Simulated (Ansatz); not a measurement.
FeCo (CsCl type)

```xyz
2
Lattice="2.8451 0.0000 0.0000 0.0000 2.8451 0.0000 0.0000 0.0000 2.8451" Properties=species:S:1:pos:R:3 pbc="T T T"
Fe     0.0000     0.0000     0.0000
Co     1.4225     1.4225     1.4225
```

The slice is a {110} plane (indices of the conventional cell) through the point (0.500, 0.500, 0.500) (fractional), spanned by u = [100] and v = [011] in vectors of this cell: u (2.85 Å) and v (4.02 Å, at 90° to u). It covers one period; positions are fractions (u, v).

All values below come from PBE (plane waves to 420 eV, PAW, scalar-relativistic; Ansatz, a program for electronic structure). k mesh 16×16×16. Inside the PAW spheres the values are not all-electron values, and peaks at nuclei hang on which shells count as valence. FeCo was relaxed with its symmetry unable to fall. Relaxed FeCo ends ferromagnetic. The magnetic order is the one the run started from; other orders were not tried.

Question: What is the valence density on the shortest Fe–Co line in this plane (2.46 Å), at its midpoint?

Answer: 0.34 e/Å³.

Question: What is the ELF at the midpoint of the shortest Fe–Co line in this plane (2.46 Å)?

Answer: 0.3.

Question: Sketch the valence electron density on this plane as a map.

Answer: 
```
|9999775533220000000000002233557799|
|8877664433110000000000001133446677|
|6655553322110000000000001122335555|
|4433332211000000000000000011223333|
|2222111100000000000000000000111122|
|1111000000000000000000000000000011|
|0000000000111111222211111100000000|
|0000000011112233444433221111000000|
|0000000011334455666655443311000000|
|0000001122445577777777554422110000|
|0000001122556688888888665522110000|
|0000001133557788999988775533110000|
|0000001122556688888888665522110000|
|0000001122445577777777554422110000|
|0000000011334455666655443311000000|
|0000000011112233444433221111000000|
|0000000000111111222211111100000000|
|1111000000000000000000000000000011|
|2222111100000000000000000000111122|
|4433332211000000000000000011223333|
|6655553322110000000000001122335555|
|8877664433110000000000001133446677|
|9999775533220000000000002233557799|
|9999886644220000000000002244668899|
```
Scale: ten equal steps from -0.62 (start of '0') to 1.76 (end of '9'), in the order '0123456789'. Values: log₁₀ of the valence density in e/Å³. The map has 17 points along u (two characters each, u = 0 at the left) and 24 along v (v = 0 in the bottom row). The scale is logarithmic, as a density can span decades between atoms and voids.
